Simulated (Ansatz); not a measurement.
**Sr2CrO4: do energies and stresses tell the same story?**

Level of theory: DFT PBEsol, scalar-relativistic, plane waves, PAW in Ansatz 0.2.0.

Plane waves to 420 eV, a k mesh through Γ of 14×14×14 on the computed 7-atom cell and Gaussian smearing (0.10 eV); collinear spin from starting moments 0 0 1.61 0 0 0 0 μB.

Relaxed cell: I4/mmm, a = 3.751 Å, b = 3.751 Å, c = 12.522 Å, α = 90.00°, β = 90.00°, γ = 90.00°, 7 atoms in the primitive cell. Whether it is the stable form of this composition wasn't checked.

Energies at zero smearing and pressures from the stress tensor, at volumes with shape and atoms relaxed:
| V (Å³/atom) | E − E(first) (meV/atom) | P (GPa) |
| --- | --- | --- |
| 11.072 | 0.00 | 24.83 |
| 11.450 | -48.79 | 16.87 |
| 11.827 | -80.51 | 10.33 |
| 12.205 | -98.06 | 4.72 |
| 12.582 | -103.35 | 0.01 |
| 12.959 | -98.58 | -3.84 |
| 13.337 | -85.58 | -7.05 |
| 13.840 | -57.92 | -10.34 |

Question: Check P = −dE/dV between neighbouring volumes, and get the bulk modulus from the pressures alone.

Answer: With 1 eV/Å³ = 160.2 GPa:
| middle V (Å³/atom) | −ΔE/ΔV (GPa) | mean P (GPa) |
| --- | --- | --- |
| 11.261 | 20.708 | 20.853 |
| 11.638 | 13.466 | 13.601 |
| 12.016 | 7.449 | 7.523 |
| 12.393 | 2.245 | 2.366 |
| 12.771 | -2.022 | -1.914 |
| 13.148 | -5.518 | -5.446 |
| 13.589 | -8.806 | -8.695 |

The two differ by 0.14 GPa at most. The mean of two end pressures misses the average over a step by about ΔV² P″/12, up to 0.11 GPa here; with that taken off 0.07 GPa remains, from the smearing term (the stress is the derivative of the free energy), the finite cutoff, the mesh or the relaxation's tolerance. The largest site moment goes from 1.26 to 1.57 μB along the series, which bends P(V). Around V = 12.582 Å³/atom, the two neighbours give B = −V ΔP/ΔV = 12.582 × 8.56 / 0.755 = 142.7 GPa, against B0 = 140.7 GPa from the Birch–Murnaghan fit of the energies.

The cell holds one magnetic atom, so it can only be ferromagnetic; an antiferromagnetic order may lie lower.

Only this magnetic start was tried.